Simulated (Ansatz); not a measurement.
Input, command and steps of an Ansatz relaxation.

```yaml
crystal:
  lattice:
    - [7.9516874651, 0.0, 0.0]
    - [-3.9758437326, 6.8863633477, 0.0]
    - [0.0, 0.0, 6.9561179292]
  atoms:
    - { symbol: Cs, position: [0.3333333333, 0.0, 0.25] }
    - { symbol: Cs, position: [0.0, 0.3333333333, 0.25] }
    - { symbol: Cs, position: [0.6666666667, 0.6666666667, 0.25] }
    - { symbol: Cs, position: [0.6666666667, 0.0, 0.75] }
    - { symbol: Cs, position: [0.3333333333, 0.3333333333, 0.75] }
    - { symbol: Cs, position: [0.0, 0.6666666667, 0.75] }
    - { symbol: Ag, position: [0.0, 0.0, 0.25] }
    - { symbol: Ag, position: [0.0, 0.0, 0.75] }
basis:
  ecutwfc: 420
kpoints:
  mp_grid: { grid: [3, 3, 4] }
hamiltonian:
  xc: pbe
scf:
  occupations: { method: gaussian, width: 0.1 }
  lower_state_search: "off"
output:
  forces: true
  stress: true
  eigenvalues: true
relax:
  adjacent_minimum: "off"
  f_tol: 0.04
  max_steps: 70
  cell: { stress_tol: 0.4 }
```

```bash
ansatz run input.yaml --threads 1 --pin off --max-ram 2560MiB --backend cpu --events-out ev --progress --plain --runs-dir out
```

The calculation used DFT PBE, scalar-relativistic, plane waves, PAW in Ansatz 0.2.0.

Of 16 frames 10 are shown, positions in Å and forces in eV/Å; the SCF threshold varies from step to step. Steps run on the plane waves of an earlier cell, with a Pulay correction in the pressure. The basis is chosen afresh for the last frame, the zero of the energies, and at times for earlier ones too; energy and pressure step there, also at an unchanged geometry. Here that happened at steps 6 (-21 meV/atom, 0.5 GPa), 16 (-5 meV/atom, 0.1 GPa); the frames before carry an error of that size. The mark taken_back stands on steps that the optimiser undid.

```xyz
8
Lattice="7.9517 0.0000 0.0000 -3.9758 6.8864 0.0000 0.0000 0.0000 6.9561" Properties=species:S:1:pos:R:3:forces:R:3 pbc="T T T" step=1 free_energy_over_end_meV_per_atom=768.81 pressure_GPa=7.63
Cs    2.6506    0.0000    1.7390    2.5855    0.0000    0.0000
Cs   -1.3253    2.2955    1.7390   -1.2928    2.2391    0.0000
Cs    2.6506    4.5909    1.7390   -1.2928   -2.2391    0.0000
Cs    5.3011    0.0000    5.2171   -2.5855    0.0000    0.0000
Cs    1.3253    2.2955    5.2171    1.2928    2.2391    0.0000
Cs   -2.6506    4.5909    5.2171    1.2928   -2.2391    0.0000
Ag    0.0000    0.0000    1.7390    0.0000    0.0000    0.0000
Ag    0.0000    0.0000    5.2171    0.0000    0.0000    0.0000
8
Lattice="8.7312 0.0000 0.0000 -4.3656 7.5615 0.0000 0.0000 0.0000 7.1512" Properties=species:S:1:pos:R:3:forces:R:3 pbc="T T T" step=3 free_energy_over_end_meV_per_atom=211.71 pressure_GPa=2.13
Cs    3.1155    0.0000    1.7878    0.3911    0.0000    0.0000
Cs   -1.5578    2.6981    1.7878   -0.1955    0.3387    0.0000
Cs    2.8078    4.8633    1.7878   -0.1955   -0.3387    0.0000
Cs    5.6157    0.0000    5.3634   -0.3911    0.0000    0.0000
Cs    1.5578    2.6981    5.3634    0.1955    0.3387    0.0000
Cs   -2.8078    4.8633    5.3634    0.1955   -0.3387    0.0000
Ag    0.0000    0.0000    1.7878    0.0000    0.0000    0.0000
Ag    0.0000    0.0000    5.3634    0.0000    0.0000    0.0000
8
Lattice="9.1184 0.0000 0.0000 -4.5592 7.8968 0.0000 0.0000 0.0000 7.2789" Properties=species:S:1:pos:R:3:forces:R:3 pbc="T T T" step=4 free_energy_over_end_meV_per_atom=133.60 pressure_GPa=0.99
Cs    3.2840    0.0000    1.8197    0.0939    0.0000    0.0000
Cs   -1.6420    2.8441    1.8197   -0.0469    0.0813    0.0000
Cs    2.9172    5.0527    1.8197   -0.0469   -0.0813    0.0000
Cs    5.8344    0.0000    5.4592   -0.0939    0.0000    0.0000
Cs    1.6420    2.8441    5.4592    0.0469    0.0813    0.0000
Cs   -2.9172    5.0527    5.4592    0.0469   -0.0813    0.0000
Ag    0.0000    0.0000    1.8197    0.0000    0.0000    0.0000
Ag    0.0000    0.0000    5.4592    0.0000    0.0000    0.0000
8
Lattice="9.5026 0.0000 0.0000 -4.7513 8.2295 0.0000 0.0000 0.0000 7.4143" Properties=species:S:1:pos:R:3:forces:R:3 pbc="T T T" step=6 free_energy_over_end_meV_per_atom=88.01 pressure_GPa=0.59
Cs    3.3757    0.0000    1.8536    0.0210    0.0000    0.0000
Cs   -1.6879    2.9235    1.8536   -0.0105    0.0182    0.0000
Cs    3.0634    5.3060    1.8536   -0.0105   -0.0182    0.0000
Cs    6.1269    0.0000    5.5608   -0.0210    0.0000    0.0000
Cs    1.6879    2.9235    5.5608    0.0105    0.0182    0.0000
Cs   -3.0634    5.3060    5.5608    0.0105   -0.0182    0.0000
Ag    0.0000    0.0000    1.8536    0.0000    0.0000    0.0000
Ag    0.0000    0.0000    5.5608    0.0000    0.0000    0.0000
8
Lattice="10.1965 0.0000 0.0000 -5.0982 8.8304 0.0000 0.0000 0.0000 7.3874" Properties=species:S:1:pos:R:3:forces:R:3 pbc="T T T" step=8 free_energy_over_end_meV_per_atom=60.51 pressure_GPa=0.08
Cs    3.4648    0.0000    1.8468    0.0137    0.0000    0.0000
Cs   -1.7324    3.0006    1.8468   -0.0069    0.0119    0.0000
Cs    3.3658    5.8297    1.8468   -0.0069   -0.0119    0.0000
Cs    6.7316    0.0000    5.5405   -0.0137    0.0000    0.0000
Cs    1.7324    3.0006    5.5405    0.0069    0.0119    0.0000
Cs   -3.3658    5.8297    5.5405    0.0069   -0.0119    0.0000
Ag    0.0000    0.0000    1.8468    0.0000    0.0000    0.0000
Ag    0.0000    0.0000    5.5405    0.0000    0.0000    0.0000
8
Lattice="10.4589 0.0000 0.0000 -5.2295 9.0577 0.0000 0.0000 0.0000 7.2326" Properties=species:S:1:pos:R:3:forces:R:3 pbc="T T T" step=9 free_energy_over_end_meV_per_atom=57.35 pressure_GPa=-0.06
Cs    3.4978    0.0000    1.8081    0.0160    0.0000    0.0000
Cs   -1.7489    3.0292    1.8081   -0.0080    0.0138    0.0000
Cs    3.4806    6.0285    1.8081   -0.0080   -0.0138    0.0000
Cs    6.9611    0.0000    5.4244   -0.0160    0.0000    0.0000
Cs    1.7489    3.0292    5.4244    0.0080    0.0138    0.0000
Cs   -3.4806    6.0285    5.4244    0.0080   -0.0138    0.0000
Ag    0.0000    0.0000    1.8081    0.0000    0.0000    0.0000
Ag    0.0000    0.0000    5.4244    0.0000    0.0000    0.0000
8
Lattice="10.8784 0.0000 0.0000 -5.4392 9.4210 0.0000 0.0000 0.0000 6.5627" Properties=species:S:1:pos:R:3:forces:R:3 pbc="T T T" step=11 free_energy_over_end_meV_per_atom=31.44 pressure_GPa=-0.23
Cs    3.5715    0.0000    1.6407    0.0101    0.0000    0.0000
Cs   -1.7858    3.0931    1.6407   -0.0050    0.0087    0.0000
Cs    3.6534    6.3279    1.6407   -0.0050   -0.0087    0.0000
Cs    7.3068    0.0000    4.9220   -0.0101    0.0000    0.0000
Cs    1.7858    3.0931    4.9220    0.0050    0.0087    0.0000
Cs   -3.6534    6.3279    4.9220    0.0050   -0.0087    0.0000
Ag    0.0000    0.0000    1.6407    0.0000    0.0000    0.0000
Ag    0.0000    0.0000    4.9220    0.0000    0.0000    0.0000
8
Lattice="11.0533 0.0000 0.0000 -5.5266 9.5724 0.0000 0.0000 0.0000 5.8856" Properties=species:S:1:pos:R:3:forces:R:3 pbc="T T T" step=13 free_energy_over_end_meV_per_atom=5.80 pressure_GPa=0.00
Cs    3.5763    0.0000    1.4714    0.0046    0.0000    0.0000
Cs   -1.7882    3.0972    1.4714   -0.0023    0.0039    0.0000
Cs    3.7385    6.4752    1.4714   -0.0023   -0.0039    0.0000
Cs    7.4770    0.0000    4.4142   -0.0046    0.0000    0.0000
Cs    1.7882    3.0972    4.4142    0.0023    0.0039    0.0000
Cs   -3.7385    6.4752    4.4142    0.0023   -0.0039    0.0000
Ag    0.0000    0.0000    1.4714    0.0000    0.0000    0.0000
Ag    0.0000    0.0000    4.4142    0.0000    0.0000    0.0000
8
Lattice="11.2622 0.0000 0.0000 -5.6311 9.7533 0.0000 0.0000 0.0000 5.7536" Properties=species:S:1:pos:R:3:forces:R:3 pbc="T T T" step=14 free_energy_over_end_meV_per_atom=6.71 pressure_GPa=-0.07 taken_back
Cs    3.6018    0.0000    1.4384    0.0101    0.0000    0.0000
Cs   -1.8009    3.1193    1.4384   -0.0051    0.0088    0.0000
Cs    3.8302    6.6341    1.4384   -0.0051   -0.0088    0.0000
Cs    7.6604    0.0000    4.3152   -0.0101    0.0000    0.0000
Cs    1.8009    3.1193    4.3152    0.0051    0.0088    0.0000
Cs   -3.8302    6.6341    4.3152    0.0051   -0.0088    0.0000
Ag    0.0000    0.0000    1.4384    0.0000    0.0000    0.0000
Ag    0.0000    0.0000    4.3152    0.0000    0.0000    0.0000
8
Lattice="11.0911 0.0000 0.0000 -5.5456 9.6052 0.0000 0.0000 0.0000 5.8012" Properties=species:S:1:pos:R:3:forces:R:3 pbc="T T T" step=16 free_energy_over_end_meV_per_atom=0.00 pressure_GPa=0.16
Cs    3.5900    0.0000    1.4503   -0.0099    0.0000    0.0000
Cs   -1.7950    3.1091    1.4503    0.0050   -0.0086    0.0000
Cs    3.7505    6.4961    1.4503    0.0050    0.0086    0.0000
Cs    7.5011    0.0000    4.3509    0.0099    0.0000    0.0000
Cs    1.7950    3.1091    4.3509   -0.0050   -0.0086    0.0000
Cs   -3.7505    6.4961    4.3509   -0.0050    0.0086    0.0000
Ag    0.0000    0.0000    1.4503    0.0000    0.0000    0.0000
Ag    0.0000    0.0000    4.3509    0.0000    0.0000    0.0000
```

The start is a random arrangement. The cell swells from 47.6 to 77.3 Å³ an atom, so the end can be far from any stable crystal. At the end the space group is P6_3/mcm (tolerance 0.05 Å).

It took 6.8 min on 1 thread of Intel(R) Xeon(R) Platinum 8488C (Sapphire Rapids), on a shared host, peak memory 0.85 GiB.

The k mesh is coarse.